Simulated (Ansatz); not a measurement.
rocksalt-structured PtSb

Method: PBEsol, scalar-relativistic; no spin polarisation; PAW, 420 eV, Γ-centred 10×10×10 mesh, 0.05 eV Gaussian smearing; code Ansatz; PAW files: Ansatz's generated set soft_2.

```
Pt Sb
1.0
     0.00000    2.73625    2.73625
     2.73625    0.00000    2.73625
     2.73625    2.73625    0.00000
Pt Sb
1 1
Direct
  0.50000 0.50000 0.50000
  0.00000 0.00000 0.00000
```

This is a trial structure; measured cells of the compound in the Crystallography Open Database are in space group P63/mmc.

The cell above was scaled in volume, its shape and atoms being fixed by the lattice's symmetry. Energies are counted from the cell above.

```tsv
V (Å³/atom)	ΔE (meV/atom)	P from the stress (GPa)
19.667	16.08	6.41
20.077	3.97	3.06
20.487	0.00	0.08
20.896	3.23	-2.56
21.306	12.83	-4.89
```

**Question.** Do the energies and the pressures agree? Compare −ΔE/ΔV between neighbouring points (1 meV/Å³ = 0.1602 GPa) with the mean of their pressures.

**Answer.** 
| interval (Å³/atom) | −ΔE/ΔV (GPa) | mean P (GPa) |
| --- | --- | --- |
| 19.67 to 20.08 | 4.7 | 4.7 |
| 20.08 to 20.49 | 1.6 | 1.6 |
| 20.49 to 20.90 | -1.3 | -1.2 |
| 20.90 to 21.31 | -3.8 | -3.7 |
They differ by 0.03 GPa at most.

**Question.** What do the two routes give for V0, B0 and B0′?

**Answer.** A third-order Birch–Murnaghan fit of the energies: V0 = 20.50 Å³/atom, B0 = 140 GPa, B0′ = 5.2. A polynomial of P in ln V, with B = −dP/d ln V at P = 0: V0 = 20.50 Å³/atom, B0 = 140 GPa, B0′ = 5.0.

B0·V0 = 140.1 GPa × 20.50 Å³ = 17.93 eV/atom sets the scale: near the minimum ΔE ≈ ½ B0 V0 x², with x = V/V0 − 1, and a pressure of 1.4 GPa squeezes the volume by about 1 %. At the ends of the curve: x = −4.1 % predicts 14.8 meV/atom and the run gives 16.1; x = +3.9 % predicts 13.9 meV/atom and the run gives 12.8. Compression costs more and expansion less than the parabola says, since the crystal stiffens as it shrinks; B0′ measures that.

Spin–orbit coupling, which matters for such heavy elements, is left out. The cell is a metal with an odd number of electrons, and spin polarisation wasn't tried.
